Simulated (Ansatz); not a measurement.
Screening note. A metal film that reacts with Ge consumes substrate; on a shallow junction the depth consumed per thickness of contact matters as much as the driving force.

The reference row is NiGe. 10 nm of metal is deposited and fully reacted. All products have no gap at this level.

Methods, by column (Ansatz, a plane-wave PAW program): volume per atom: r²SCAN, relaxed cell; metal volume, Ge volume: r²SCAN, the element in its room-temperature structure; ΔH_f: r²SCAN, 0 K, against the elements in the same set-up, no fitted corrections.

Whether these are the forms stable at ambient conditions was not checked: LaGe (Cmcm, oS16); PdGe (Pnma, oP8); Y5Ge4 (Pnma, oP36). No claim is made that these are known or stable phases: Zr5Ge4 (P4₁2₁2, tP36); Mo5Ge3 (I4/mcm, tI32). Run without spin polarisation: NiGe. Spin–orbit coupling is left out unless named. No other phase of the formula is at hand at the same level beside Zr5Ge4 (P4₁2₁2, tP36), Mo5Ge3 (I4/mcm, tI32), LaGe (Cmcm, oS16), Y5Ge4 (Pnma, oP36). ΔH_f counts from the lowest computed solid of each element: Ge (Fd-3m), La (P6_3/mmc), Mo (Im-3m), Ni (Fm-3m, ferromagnetic), Pd (Fm-3m), Y (P6_3/mmc), Zr (P6_3/mmc).

The figures follow from the printed values by these rules: Ge consumed = metal thickness × y × V(Ge)/V(metal); product = metal thickness × (1 + y) × V/V(metal); ratio = consumed/product; volume change = product/(metal + consumed) − 1.

```
crystal                 Ge atoms per metal atom  V (Å³/atom)  V of the metal (Å³/atom)  V of Ge (Å³/atom)  ΔH_f (eV/atom)  Ge consumed (nm)  product thickness (nm)  consumed per nm of product  volume change (%)
----------------------  -----------------------  -----------  ------------------------  -----------------  --------------  ----------------  ----------------------  --------------------------  -----------------
Zr5Ge4 (P4₁2₁2, tP36)                     0.800        19.32                     23.51              22.83          −0.930              7.77                   14.79                        0.53                −17
LaGe (Cmcm, oS16)                         1.000        26.92                     37.24              22.83          −0.944              6.13                   14.46                        0.42                −10
PdGe (Pnma, oP8)                          1.000        16.14                     14.91              22.83          −0.423             15.31                   21.65                        0.71                −14
Y5Ge4 (Pnma, oP36)                        0.800        24.36                     33.49              22.83          −1.020              5.45                    8.51                        0.64                −45
Mo5Ge3 (I4/mcm, tI32)                     0.600        15.02                     15.63              22.83          −0.109              8.76                   15.38                        0.57                −18
NiGe (Pnma), reference                    1.000        13.30                     10.52              22.83          −0.265             21.70                   25.29                        0.86                −20
```

Question: Check the column «product thickness (nm)» against the rules: one row is wrong, and what depends on it inherits the slip. Find and correct it.

Answer: The row of Y5Ge4 (Pnma, oP36) shows 8.51. From its own inputs, product thickness: 10 × (1 + 0.800) × 24.36/33.49 = 13.09 nm. Carried on: Ge consumed per nm of product: 5.45/13.09 = 0.42; volume change: 100 × (13.09/(10 + 5.45) − 1) = −15 %. The other rows agree with the rules.

With the correction: In order of Ge consumed per nm of product, lowest first: LaGe (Cmcm, oS16) (0.42 ± 0.013) ≈ Y5Ge4 (Pnma, oP36) (0.42 ± 0.013), Zr5Ge4 (P4₁2₁2, tP36) (0.53 ± 0.017), Mo5Ge3 (I4/mcm, tI32) (0.57 ± 0.018), PdGe (Pnma, oP8) (0.71 ± 0.022), NiGe (0.86 ± 0.027). The ± follows from allowances picked for this note (volume per atom 1 %, 3 % for the model), carried to first order and added in quadrature; ≈ joins neighbours closer than their two ± added in quadrature. 5 of the 5 others clearly beat the reference on this figure.

Which phase forms first is kinetic; barrier heights, resistivities and agglomeration are not treated. Phases over 50 meV/atom above the lowest one at hand were not drawn (by r²SCAN where it compared them, else by the largest value; a layered or molecular lowest phase counts only with a dispersion term); other phases could lie lower still. The rows are a sample and no shortlist: familiar crystals first, some related and some not, whatever their agreement with measurement; tables with many equal figures were not kept. Limits of the draw: ΔH_f under −0.03 eV/atom; for ΔH_f, runs without a dispersion term, no Mn, and elements whose lowest cell is their usual one. As a rule kept out of such tables: 4f compounds, open-shell compounds run without a Hubbard term, cells found unstable in the tests at hand, cells close to a higher symmetry, and runs set to a pressure or over 12 % in volume from the crystal's fullest run.
